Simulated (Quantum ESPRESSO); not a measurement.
## Kohn-Sham bands of CuCl (R3m)

```yaml
crystal:
  lattice:
    - [1.90530, 1.10003, 3.05433]
    - [-1.90530, 1.10003, 3.05433]
    - [0.00000, -2.20005, 3.05433]
  atoms:
    - { symbol: Cu, position: [0.01131, 0.01131, 0.01131] }
    - { symbol: Cl, position: [0.75570, 0.75570, 0.75570] }
```

Cell from Materials Project (mp-22914), symmetrised, no further relaxation. Not found in the COD (Crystallography Open Database) copy used, which has the formula in other groups; not checked further. The atoms lie within 0.1 Å of the higher space group F-43m. Method: PBE plane waves in Quantum ESPRESSO 7.5 (PseudoDojo norm-conserving files, 74 Ry, no spin polarisation, no spin-orbit coupling), Bloch states on a 10×10×10 mesh through Γ, Wannier90 4.0.1. Density: 10×10×10 mesh, Gaussian smearing 0.01 Ry. A non-magnetic state is assumed, with no Hubbard U; filled 3d bands tend to lie too high at this level.

Energies are relative to the valence-band maximum; weights are on the orthonormalised atomic waves of the pseudopotential files, averaged over the group. 26 electrons a cell are treated as valence.

```json
[
 {"bands": "1", "from (eV)": "-111.25", "to (eV)": "-111.25", "filling": "filled", "weight on atomic waves": "…"},
 {"bands": "2–4", "from (eV)": "-68.67", "to (eV)": "-68.66", "filling": "filled", "weight on atomic waves": "…"},
 {"bands": "5", "from (eV)": "-17.22", "to (eV)": "-16.58", "filling": "filled", "weight on atomic waves": "…"},
 {"bands": "6–8", "from (eV)": "-6.87", "to (eV)": "-4.99", "filling": "filled", "weight on atomic waves": "…"},
 {"bands": "9–13", "from (eV)": "-1.86", "to (eV)": "0.00", "filling": "filled", "weight on atomic waves": "…"}
]
```

**Question.** Which atomic shells make up each group?

**Answer.** 
- 1, weight on atomic waves: Cu 3s 100 %
- 2–4, weight on atomic waves: Cu 3p 100 %
- 5, weight on atomic waves: Cl 3s 90 %, Cu 4s 8 %
- 6–8, weight on atomic waves: Cl 3p 81 %, Cu 3d 12 %, Cu 4s 5 %
- 9–13, weight on atomic waves: Cu 3d 91 %, Cl 3p 7 %

The Kohn-Sham gap over both meshes and the path is 0.57 eV.
